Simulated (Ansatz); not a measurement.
Data:

Ru:
```cif
data_Ru4
_chemical_formula_sum 'Ru4'
_space_group_name_H-M_alt 'P 1'
_space_group_IT_number 1
_cell_length_a 2.70880
_cell_length_b 2.70880
_cell_length_c 8.70082
_cell_angle_alpha 90.000
_cell_angle_beta 90.000
_cell_angle_gamma 120.000
loop_
_space_group_symop_operation_xyz
  'x, y, z'
loop_
_atom_site_label
_atom_site_type_symbol
_atom_site_fract_x
_atom_site_fract_y
_atom_site_fract_z
_atom_site_occupancy
Ru1 Ru 0.00000 0.00000 0.00000 1
Ru2 Ru 0.00000 0.00000 0.50000 1
Ru3 Ru 0.33333 0.66667 0.25000 1
Ru4 Ru 0.66667 0.33333 0.75000 1
```

This is the PBE-relaxed structure.

Task: All from plane-wave PAW PBE (Ansatz code), unless another level is named. Give the density of states at the Fermi level.

Result: 1.1 states/eV per atom (mean over ±0.08 eV).

Task: Next, the gap with spin–orbit coupling?

Result: none (metallic).

Space group P6_3/mmc (dhcp (α-La type)). The cell is a constructed one: a structure type filled with these elements. Its sites differ from those of the usual phase in this space group: another stacking or structure type. Symmetry was held in the PBE relaxation; of distortions, only those at the zone centre were tested. The run is not spin-polarised. Spin–orbit coupling is left out wherever it is not named.

Potentials: the later of the program's two PAW sets.
